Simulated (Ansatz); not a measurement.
The relaxed structure here is a generated cell of V: the first start was made by placing the elements on the sites of a structure type, and the end was not matched to a known phase here, so it may be hypothetical. Known forms of V include space group No. 229.

A relaxed cell of V (P6₃/mmc (No. 194)), relaxed on a k-mesh at least as fine as the one used below. The numbers are results of r2SCAN (plane waves to 500 eV, PAW, scalar-relativistic; Ansatz, a program for electronic structure), not measurements. Γ-centred k-mesh 14×14×2 on the run's cell (coarser than for final values), Fermi–Dirac smearing 0.05 eV.

```xyz
8
Lattice="2.6290 0.0000 0.0000 -1.3145 2.2768 0.0000 0.0000 0.0000 18.2990" Properties=species:S:1:pos:R:3 pbc="T T T"
V      0.0000     0.0000     0.0000
V      0.0000     0.0000     9.1495
V      0.0000     0.0000     4.5747
V      0.0000     0.0000    13.7242
V      0.0000     1.5179     2.2874
V      0.0000     1.5179    11.4369
V      1.3145     0.7589     6.8621
V      1.3145     0.7589    16.0116
```

The atoms are displaced by (Å):

| atom | ux | uy | uz |
|---|---|---|---|
| V1 | -0.005 | 0.043 | 0.039 |
| V2 | -0.049 | -0.167 | 0.148 |
| V3 | -0.170 | 0.073 | 0.086 |
| V4 | 0.044 | -0.127 | 0.004 |
| V5 | -0.072 | 0.040 | 0.042 |
| V6 | -0.080 | -0.073 | 0.030 |
| V7 | 0.074 | -0.056 | -0.123 |
| V8 | 0.102 | -0.108 | -0.017 |

Q: What forces (eV/Å) and pressure result?

A: 
```json
[
 {"atom": "V1", "Fx": "0.03", "Fy": "0.09", "Fz": "-0.34"},
 {"atom": "V2", "Fx": "0.00", "Fy": "-0.18", "Fz": "-1.73"},
 {"atom": "V3", "Fx": "-0.34", "Fy": "0.15", "Fz": "-1.46"},
 {"atom": "V4", "Fx": "0.04", "Fy": "-0.05", "Fz": "-0.06"},
 {"atom": "V5", "Fx": "-0.03", "Fy": "-0.01", "Fz": "0.26"},
 {"atom": "V6", "Fx": "-0.13", "Fy": "0.18", "Fz": "0.67"},
 {"atom": "V7", "Fx": "0.33", "Fy": "-0.12", "Fz": "2.22"},
 {"atom": "V8", "Fx": "0.09", "Fy": "-0.07", "Fz": "0.45"}
]
```

Pressure +1.3 GPa.

Q: Estimate the energy cost of the displacement in the harmonic approximation and compare with the calculation.

A: For a harmonic well ΔE = −½ Σ F·u = 0.244 eV a cell, or 31 meV/atom. The calculated energy relative to the undisplaced cell is +0.04 eV/atom, so the harmonic estimate holds well.

The undisplaced cell is probably no minimum: from this displacement the run went on to R-3m (No. 166), 0.24 eV/atom below it.

No spin polarisation in the result: the starting moments vanished.
